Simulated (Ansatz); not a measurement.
Values for one crystal, relaxed and computed with PBE in the plane-wave PAW code Ansatz; other levels are named.

- Volume per atom: 21.60 Å³
- Electronic character: metallic (no gap)
- Pressure derivative B′: 4.9
- Formation energy from the elements (no fitted shifts): 5.7 kJ/mol of atoms
- Density of states at the Fermi level: 0.37 states/eV per atom (mean over ±0.08 eV)
- Gap with spin–orbit coupling: none (metallic)
- Bulk modulus (Birch–Murnaghan fit): 70.9 GPa

Q: Which of these materials gives this?
A) InAs, zinc blende
B) NbP, CsCl type
C) NbP, I4_1md (Nb on 4a, P on 4a)
D) InP, NiAs type

A: D, InP, NiAs type

Space group P6_3/mmc (NiAs type). The start of the workflow was typed in or built on a structure type; neither database checked (COD, Materials Project) lists it. It is not the phase usual at ambient conditions (space group No. 216). The PBE relaxation kept the symmetry of its start; whether a distortion lowers the energy is not shown. The references are the lowest solids computed at this level, not always the standard phases. Spin–orbit coupling is left out wherever it is not named.

Potentials: the earlier of the program's two PAW sets.
